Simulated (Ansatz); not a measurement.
OsN2:
```xyz
6
Lattice="4.0868 0.0000 0.0000 0.0000 4.8704 0.0000 0.0000 0.0000 2.6458" Properties=species:S:1:pos:R:3 pbc="T T T"
Os     2.0434     2.4352     1.3229
Os     0.0000     0.0000     0.0000
N      1.5255     4.4034     1.3229
N      2.5613     0.4670     1.3229
N      3.5689     2.9023     0.0000
N      0.5179     1.9682     0.0000
```

Relaxed with LDA. Special points in fractions of this cell's reciprocal vectors: Γ (0.000, 0.000, 0.000); X (0.500, 0.000, 0.000); S (0.500, 0.500, 0.000); Y (0.000, 0.500, 0.000); Z (0.000, 0.000, 0.500); U (0.500, 0.000, 0.500); R (0.500, 0.500, 0.500); T (0.000, 0.500, 0.500).

List the band energies nearest the Fermi level at these points for plane-wave PAW LDA (Ansatz code).

In eV from the Fermi level; about four levels below and three above (degenerate sets whole), none deeper than 8.9 eV; points with the same levels are listed once.

```csv
k,below,above
Γ,-2.65 -1.18 -0.11 -0.01,0.60 5.59 5.96
X,-0.86 -0.86 -0.36 -0.36,2.58 2.58 3.03 3.03
S,-0.97 -0.97 -0.86 -0.86,0.40 0.40 1.13 1.13
Y,-1.59 -1.59 -0.23 -0.23,0.97 0.97 4.52 4.52
Z,-3.38 -3.38 -0.82 -0.82,0.07 0.07 2.88 2.88
U,-2.49 -2.49 -0.48 -0.48,3.47 3.47 5.76 5.76
R,-1.06 -1.06 -1.03 -1.03,3.26 3.26 4.83 4.83
T,-1.21 -1.21 -0.76 -0.76,2.96 2.96 4.00 4.00
```

Space group Pnnm. The workflow started from a Materials Project entry (that database holds measured and hypothetical structures alike); the Crystallography Open Database copy checked does not list it. Whether it is the stable phase at ambient conditions was not checked. Symmetry was held in the LDA relaxation; its stability against distortions is not shown here. No spin polarisation was allowed. Scalar-relativistic: spin–orbit coupling is off unless named, which matters more the heavier the elements.

Potentials: the later of the program's two PAW sets.
